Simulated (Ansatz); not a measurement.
A crystal relaxed with r2SCAN+rVV10 in Ansatz 0.2.0 has space group C2/m (No. 12) and a = 10.731 Å, b = 3.946 Å, c = 6.335 Å, β = 94.0°.

```csv
atom,site,x,y,z
Hg,2a,0.0000,0.0000,0.0000
C,4i,0.7647,0.5000,0.2227
S,4i,0.6295,0.5000,0.3309
Xx,4i,0.8624,0.5000,0.1508
```

The r2SCAN gap is indirect, 2.60 eV (Y₂ to Γ), below the direct gap of 2.72 eV at Γ. With PBE the valence top lies at Y₂ and the conduction bottom at Γ, 2.27 eV higher; the smallest vertical gap, at Γ, is 2.39 eV. Meshes: r2SCAN 8×8×4, PBE 8×8×4. r2SCAN's ε∞ is 5.4, 2.8 and 3.5 along x, y and z.

**Question.** Which element is Xx?
A. N
B. Bi
C. Sb
D. P

**Answer.** A. Xx is N: a 7-atom cell of HgC2N2S2 started from a crystallographic database. Around Hg lie 2 S at 2.43 Å and 4 N at 2.68 Å; around C lie 1 N at 1.17 Å and 1 S at 1.65 Å; around S lie 1 C at 1.65 Å and 1 Hg at 2.43 Å; around N lie 1 C at 1.17 Å and 2 Hg at 2.68 Å.

No spin polarisation and no zero-point or thermal motion.

Spin-orbit coupling is left out; in compounds of Pb, Bi, Tl or Hg it can lower a gap by up to about 1 eV, split its edges or invert the bands.
